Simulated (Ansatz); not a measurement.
input.yaml (Ansatz)

```yaml
crystal:
  lattice:
    - [2.4236771844, 0.0, 0.0]
    - [-1.2118385922, 2.0989660122, 0.0]
    - [0.0, 0.0, 4.334943877]
  atoms:
    - { symbol: Cr, position: [0.3333333333, 0.6666666667, 0.25], spin: 1.5 }
    - { symbol: Cr, position: [0.6666666667, 0.3333333333, 0.75], spin: 1.5 }
hamiltonian:
  xc: pbesol
  pseudopotentials:
    kind: paw
    azcp:
      Cr: "pseudopotentials/Cr.paw.azcp"
basis:
  ecutwfc: 420
  fft_grid_basis: typed
kpoints:
  mp_grid: { grid: [16, 16, 8], shift: [0, 0, 0] }
magnetization:
  spin_polarized: true
scf:
  occupations: { method: fermi_dirac, width: 0.05 }
  lower_state_search: "off"
output:
  stress: true
```

Output

```
Warning: the record states the generating functional pbe (its physics header spells it `PBE`), which answers neither for hamiltonian.xc's functional nor for the pbesol family's — results may be inconsistent (PPs are generated against a specific XC)
Engine: ansatz 0.2.0, x86_64-unknown-linux-gnu
Pseudopotentials: kind: paw
Pseudopotential: Cr, paw, valence charge 14, recommended cutoff 420 eV (normal) 
Functional definition: PBEsol
  exchange = pbesol_x
  correlation = pbesol_c
Crystal: 2 atoms, lattice volume = 22.053 Å³
Basis set: ecut = 420 eV, 405 PW (Γ)
Bands: 20, of which v1, the nominal top of the filled ones, is band 14 counted from 1 (13 counted from 0)
Symmetry: 24 space group operations
Space group: P63/mmc (ITA 194), of the structure as read, at distance tolerance 2.8e-5 Å
Magnetic group: BNS 194.263 (UNI 1493), of the structure as read, at distance tolerance 2.8e-5 Å
k-points: 150 of 2048
Non-local potential: Cr, projectors of the file, l = 0: 3, l = 1: 2, l = 2: 3, l = 3: 1
PAW form: soft (Blöchl's): semilocal exchange-correlation on the pseudo side does not see the compensation charge
PAW frozen core: Cr, regenerated for the run's functional, and the local potential with it (the file was generated under x = pbe(κ = 0.804, μ = 0.2195149727645171), c = pbe(β = 0.06672455060314922))
PAW one-centre angular grid: Cr, 590 points (default); XC on 64 Gauss nodes
Initial density: superposition of atomic densities (chi_scale 0.1, normalization cell)
Starting moments: Σ|m| = 3 μB on 2 of 2 sites
Initial wavefunctions: pseudopotential atomic-orbital guess
Functional: x = pbesol(κ = 0.804, μ = 0.12345679012345678), c = pbesol(β = 0.046)
SCF iter   1: F=—  HF=-6700.121440 eV  |F-HF|=—  |Δ(HF+E_count)|=         —  Δρ=2.18e-1 (↑2.18e-1 ↓5.85e-2)  dr2=1.06e1  dr2_m=2.13e0  M=1.210 μB ∫|m|=1.210 μB  β_m=0.30  ethr=3.10e-3  ⟨swp⟩=3.4  Hψ=21020  notcnv=0
SCF iter   2: F=—  HF=-6698.093087 eV  |F-HF|=—  |Δ(HF+E_count)|=    2.03e0  Δρ=1.28e-1 (↑1.28e-1 ↓4.19e-2)  dr2=3.03e0  dr2_m=1.02e0  M=1.190 μB ∫|m|=1.190 μB  β_m=0.30  ethr=3.10e-3  ⟨swp⟩=2.1  Hψ=13427  notcnv=0  defer=184
SCF iter   3: F=—  HF=-6697.372411 eV  |F-HF|=—  |Δ(HF+E_count)|=   7.21e-1  Δρ=5.32e-2 (↑4.45e-2 ↓5.32e-2)  dr2=7.64e-2  dr2_m=4.32e-1  M=1.220 μB ∫|m|=1.220 μB  β_m=0.30  ethr=3.10e-3  ⟨swp⟩=2.5  Hψ=11724  notcnv=0  defer=184
SCF iter   4: F=—  HF=-6697.370617 eV  |F-HF|=—  |Δ(HF+E_count)|=   1.79e-3  Δρ=4.51e-2 (↑4.51e-2 ↓3.72e-2)  dr2=1.41e-2  dr2_m=3.41e-1  M=1.044 μB ∫|m|=1.044 μB  β_m=0.30  ethr=2.73e-4  ⟨swp⟩=2.8  Hψ=14342  notcnv=0  defer=128
SCF iter   5: F=—  HF=-6697.405806 eV  |F-HF|=—  |Δ(HF+E_count)|=   3.52e-2  Δρ=3.52e-2 (↑3.35e-2 ↓3.52e-2)  dr2=6.20e-4  dr2_m=2.39e-1  M=0.926 μB ∫|m|=0.926 μB  β_m=0.30  ethr=5.04e-5  ⟨swp⟩=2.2  Hψ=10985  notcnv=0  defer=128
SCF iter   6: F=—  HF=-6697.437852 eV  |F-HF|=—  |Δ(HF+E_count)|=   3.20e-2  Δρ=3.02e-2 (↑2.93e-2 ↓3.02e-2)  dr2=2.28e-4  dr2_m=1.78e-1  M=0.810 μB ∫|m|=0.810 μB  β_m=0.30  ethr=2.22e-6  ⟨swp⟩=2.0  Hψ=11753  notcnv=0  defer=128
SCF iter   7: F=—  HF=-6697.459723 eV  |F-HF|=—  |Δ(HF+E_count)|=   2.19e-2  Δρ=2.58e-2 (↑2.54e-2 ↓2.58e-2)  dr2=4.90e-5  dr2_m=1.32e-1  M=0.711 μB ∫|m|=0.711 μB  β_m=0.30  ethr=8.15e-7  ⟨swp⟩=2.0  Hψ=11626  notcnv=0  defer=128
...
iter 17 did not close the SCF: its close was put off for a magnetic moment that had not settled (scf_convergence_deferred on its scf_iter line)
SCF iter  17: F=-6697.523209 eV  HF=-6697.523209 eV  |F-HF|=1.64e-8  |Δ(HF+E_count)|=   8.42e-8  Δρ=7.79e-6 (↑6.65e-6 ↓7.79e-6)  dr2=2.00e-8  dr2_m=2.30e-9  M=0.000 μB ∫|m|=0.000 μB  β_m=0.80  ethr=9.66e-11  ⟨swp⟩=1.4  Hψ=17685  notcnv=0
iter 18 did not close the SCF: its close was put off for a magnetic moment that had not settled (scf_convergence_deferred on its scf_iter line)
SCF iter  18: F=-6697.523209 eV  HF=-6697.523209 eV  |F-HF|=3.06e-10  |Δ(HF+E_count)|=   5.43e-9  Δρ=1.15e-6 (↑9.75e-7 ↓1.15e-6)  dr2=4.47e-11  dr2_m=1.98e-10  M=-0.000 μB ∫|m|=0.000 μB  β_m=0.90  ethr=7.15e-11  ⟨swp⟩=1.2  Hψ=17522  notcnv=0
SCF iter  19: F=-6697.523209 eV  HF=-6697.523209 eV  |F-HF|=1.46e-11  |Δ(HF+E_count)|=  4.30e-10  Δρ=3.62e-7 (↑3.62e-7 ↓3.41e-7)  dr2=6.16e-13  dr2_m=2.46e-11  M=-0.000 μB ∫|m|=0.000 μB  ethr=1.00e-12  ⟨swp⟩=1.0  Hψ=17349  notcnv=0
WARN: the starting moments were not kept: the SCF closed with an absolute magnetisation of 1.4e-5 μB, where they sum to 3 μB in size (2 sites). That is at most 0.1 of that sum. Measured as dr2_m measures the in/out step, that magnetisation stands 9.1e-11 eV from none, at or under the dr2_threshold of 1.0e-7 eV: it is no larger than a step whose dr2_m would equal this threshold. The system may hold no moment; this SCF shows only that its start led to no more than that. To try another start: raise the starting moments (crystal.atoms[].spin, magnetization.per_species, magnetization.initial_magnetization, or on a non-collinear deck that types none of these the spinor_matrix: blocks that start its atoms; where the total moment is fixed, keep their sum and leave initial_magnetization as it is; typed ones take the place of any that the run laid by itself, positive ones on a crystal's lanthanoids without a Hubbard term where scf.initial_density.shell_occupations: [] is typed) or, if the notice of its spin-set hold's release reads "site moments contracting" or "site moments show no strong build", lengthen the hold (scf.mixing.spin_hold: { on: { confirm: 4 } }; for m-r²SCAN on two components see the key's manual first). Each may lead to a state that holds a moment. A second SCF, from the converged charge density, with the starting moments and any scf.initial_density.shell_occupations laid on it anew, would have followed, and was not run: the deck does not ask for one (magnetization.retry_lost_moments is false, the default). To let it run, set magnetization.retry_lost_moments: true and run the deck again, where that key's refused combinations let it; where memory then withholds it, that run's warning says so.
SCF 1 converged in 19 iterations: F = -6697.523209 eV  dr2 = 6.16e-13
SCF converged after 19 iterations
Magnetization: -0.0000 μB (14.0000 up, 14.0000 down)
Absolute magnetization: 0.0000 μB (∫|ρ↑−ρ↓|, with the PAW one-centre terms)
Spin contamination: 0.0000 ħ² per cell (⟨S²⟩ above its minimum at these occupations)
Per-site moments (μB) at R_I (Å): [(-6.4355038968996635e-6, 0.9997668385499625), (-6.435503896911914e-6, 0.9997668385499625)]
Free energy (F): -6697.523209 eV
Harris-Foulkes:  -6697.523209 eV  (|F-HF|=1.46e-11)
Internal energy: -6697.497782 eV  (E = F + TS)
E sigma→0 (E₀):  -6697.510496 eV
Entropy (-TS):   -0.025427 eV (-12.713 meV/atom)
Fermi energy:    20.177336 eV
--- Per-component energies (eV) ---
  E_band       = -257.717234
  E_kinetic    = 691.561834
  E_local      = -2284.732517  (includes V_loc(G=0)·N_el)
  E_nonlocal   = 162.588223
  E_hartree    = 1005.821597
  E_xc         = -279.465160
  E_vxc        = -358.169344  (∫ρ·V_xc dr)
  E_paw        = -2335.879580  (= ΣΔE_a)
  E_vpaw       = -480.609301  (= ΣTr[D̂ρ^β])
  E_aug_tail   = 0.000706  (compensation charges beyond the density's cutoff)
  E_ewald      = -3657.712884
  E_core_change = 0.319999  (= ΣΔE_core)
  E_smearing   = -0.025427  (= −TS)
  E_closure    = 0.000000  (closes the sum)
  Σ components = -6697.523209   (vs F -6697.523209, Δ=0.00e0)
--- Stress (GPa, compression-positive) ---
       11.996984       0.000000      -0.000000
        0.000000      11.996984       0.000000
       -0.000000       0.000000      10.302884
  P = ⅓ Tr σ = 11.4323 GPa (114.323 kbar)
```
